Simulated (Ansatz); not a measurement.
Input, command and steps of an Ansatz relaxation.

```yaml
crystal:
  lattice:
    - [5.1478838134, 0.0, 0.0]
    - [0.0, 5.1478838134, 0.0]
    - [0.0, 0.0, 5.1478838134]
  atoms:
    - { symbol: K, position: [0.0, 0.5, 0.5] }
    - { symbol: K, position: [0.5, 0.0, 0.5] }
    - { symbol: K, position: [0.5, 0.5, 0.0] }
    - { symbol: Br, position: [0.0, 0.0, 0.0] }
basis:
  ecutwfc: 500
kpoints:
  mp_grid: { grid: [4, 4, 4] }
hamiltonian:
  xc: r2scan
scf:
  occupations: { method: gaussian, width: 0.1 }
  lower_state_search: "off"
output:
  forces: true
  stress: true
  eigenvalues: true
relax:
  adjacent_minimum: "off"
  f_tol: 0.04
  max_steps: 70
  cell: { stress_tol: 0.4 }
```

```bash
ansatz run input.yaml --threads 1 --pin off --max-ram 2560MiB --backend cpu --events-out ev --progress --plain --runs-dir out
```

Computed with Ansatz, DFT r2SCAN, scalar-relativistic, plane waves, PAW.

Of 5 frames 5 are shown, positions in Å and forces in eV/Å; the SCF threshold varies from step to step. Steps run on the plane waves of an earlier cell, with a Pulay correction in the pressure. The basis is chosen afresh for the last frame, the zero of the energies, and at times for earlier ones too; energy and pressure step there, also at an unchanged geometry.

```xyz
4
Lattice="5.1479 0.0000 0.0000 0.0000 5.1479 0.0000 0.0000 0.0000 5.1479" Properties=species:S:1:pos:R:3:forces:R:3 pbc="T T T" step=1 free_energy_over_end_meV_per_atom=198.15 pressure_GPa=5.29
K     0.0000    2.5739    2.5739    0.0000    0.0000    0.0000
K     2.5739    0.0000    2.5739    0.0000    0.0000    0.0000
K     2.5739    2.5739    0.0000    0.0000    0.0000    0.0000
Br    0.0000    0.0000    0.0000    0.0000    0.0000    0.0000
4
Lattice="5.3995 0.0000 0.0000 0.0000 5.3995 0.0000 0.0000 0.0000 5.3995" Properties=species:S:1:pos:R:3:forces:R:3 pbc="T T T" step=2 free_energy_over_end_meV_per_atom=74.55 pressure_GPa=2.55
K     0.0000    2.6997    2.6997    0.0000    0.0000    0.0000
K     2.6997    0.0000    2.6997    0.0000    0.0000    0.0000
K     2.6997    2.6997    0.0000    0.0000    0.0000    0.0000
Br    0.0000    0.0000    0.0000    0.0000    0.0000    0.0000
4
Lattice="5.6504 0.0000 0.0000 0.0000 5.6504 0.0000 0.0000 0.0000 5.6504" Properties=species:S:1:pos:R:3:forces:R:3 pbc="T T T" step=3 free_energy_over_end_meV_per_atom=15.49 pressure_GPa=0.93
K     0.0000    2.8252    2.8252    0.0000    0.0000    0.0000
K     2.8252    0.0000    2.8252    0.0000    0.0000    0.0000
K     2.8252    2.8252    0.0000    0.0000    0.0000    0.0000
Br    0.0000    0.0000    0.0000    0.0000    0.0000    0.0000
4
Lattice="5.8170 0.0000 0.0000 0.0000 5.8170 0.0000 0.0000 0.0000 5.8170" Properties=species:S:1:pos:R:3:forces:R:3 pbc="T T T" step=4 free_energy_over_end_meV_per_atom=1.28 pressure_GPa=0.25
K     0.0000    2.9085    2.9085    0.0000    0.0000    0.0000
K     2.9085    0.0000    2.9085    0.0000    0.0000    0.0000
K     2.9085    2.9085    0.0000    0.0000    0.0000    0.0000
Br    0.0000    0.0000    0.0000    0.0000    0.0000    0.0000
4
Lattice="5.8170 0.0000 0.0000 0.0000 5.8170 0.0000 0.0000 0.0000 5.8170" Properties=species:S:1:pos:R:3:forces:R:3 pbc="T T T" step=5 free_energy_over_end_meV_per_atom=0.00 pressure_GPa=0.24
K     0.0000    2.9085    2.9085    0.0000    0.0000    0.0000
K     2.9085    0.0000    2.9085    0.0000    0.0000    0.0000
K     2.9085    2.9085    0.0000    0.0000    0.0000    0.0000
Br    0.0000    0.0000    0.0000    0.0000    0.0000    0.0000
```

The start puts this composition into another compound's structure type, which needn't suit it. The cell swells from 34.1 to 49.2 Å³ an atom, so the end can be far from any stable crystal. At the end the space group is Pm-3m (tolerance 0.05 Å).

The run took 36 s on 1 thread of Arm Neoverse V1, with other jobs on the host, peak memory 0.76 GiB.

The k mesh is coarse.